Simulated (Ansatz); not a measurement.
All numbers below come from DFT PBE, scalar-relativistic, plane waves, PAW (Ansatz 0.2.0). All cells share a 420 eV cutoff and Γ-centred k meshes spaced at most about 0.3 Å⁻¹ (about 0.25 or finer for metals, 2π included). No spin polarisation in the final relaxations.

All energies are static (0 K, no zero-point motion). All come from trial cells, and lower structures may exist.

Question: Order these relaxed structures of ZnS3 by energy, lowest first, with the energy over the lowest of them.
A.

```
CELL_PARAMETERS angstrom
4.79068 0.00000 0.00000
-2.39534 4.14885 0.00000
0.00000 0.00000 6.98272
ATOMIC_POSITIONS crystal
Zn 0.00000 0.00000 0.00000
Zn 0.00000 0.00000 0.50000
S 0.39315 0.00000 0.25000
S 0.39315 0.39315 0.75000
S 0.00000 0.39315 0.25000
S 0.60685 0.00000 0.75000
S 0.60685 0.60685 0.25000
S 0.00000 0.60685 0.75000
```

B.

```
CELL_PARAMETERS angstrom
5.73057 0.00000 0.00000
0.00000 6.97829 0.00000
-2.58679 0.00000 5.56875
ATOMIC_POSITIONS crystal
Zn 0.88560 0.75365 0.88681
Zn 0.88560 0.24635 0.88681
S 0.62921 0.00000 0.61390
S 0.78234 0.50000 0.08336
S 0.97437 0.00000 0.56442
S 0.65177 0.50000 0.34770
S 0.20691 0.00000 0.93975
S 0.98150 0.50000 0.67637
```

C.

```
CELL_PARAMETERS angstrom
-2.55396 2.55396 2.55396
2.55396 -2.55396 2.55396
2.55396 2.55396 -2.55396
ATOMIC_POSITIONS crystal
Zn 0.00000 0.00000 0.00000
S 0.00000 0.50000 0.50000
S 0.50000 0.00000 0.50000
S 0.50000 0.50000 0.00000
```

D.

```
CELL_PARAMETERS angstrom
4.88693 0.00000 0.00000
-2.44347 4.23221 0.00000
0.00000 0.00000 3.74552
ATOMIC_POSITIONS crystal
Zn 0.00000 0.00000 0.50000
S 0.50000 0.00000 0.00000
S 0.00000 0.50000 0.00000
S 0.50000 0.50000 0.00000
```

Answer: B (0 meV/atom), C (151 meV/atom), A (292 meV/atom), D (697 meV/atom). Forms: B Pm; C Im-3m; A P6_3/mcm; D P6/mmm. Counting S atoms around Zn (those within 1.25 times the shortest such distance or 1.15 times the sum of covalent radii; a plus sign parts nearer from farther groups; the shortest distance is added where it exceeds 1.18 times the sum of covalent radii): B has Zn 4+1; C has Zn 6; A has Zn 6; D has Zn 12 from 3.1 Å. B holds S–S units of three or more atoms (shortest 2.05 Å) (bonds between like non-metal atoms; other contacts aren't counted).

Weakly bound directions are ill-defined at this level, which has no dispersion term (Pm), and this can change margins and order among such cells. Cells relaxed within their symmetry can be saddle points. The Pm cell of ZnS3 came from shaking the P6_3/mcm one. Some candidate types were left out of the draw beforehand, so a known form may be missing.
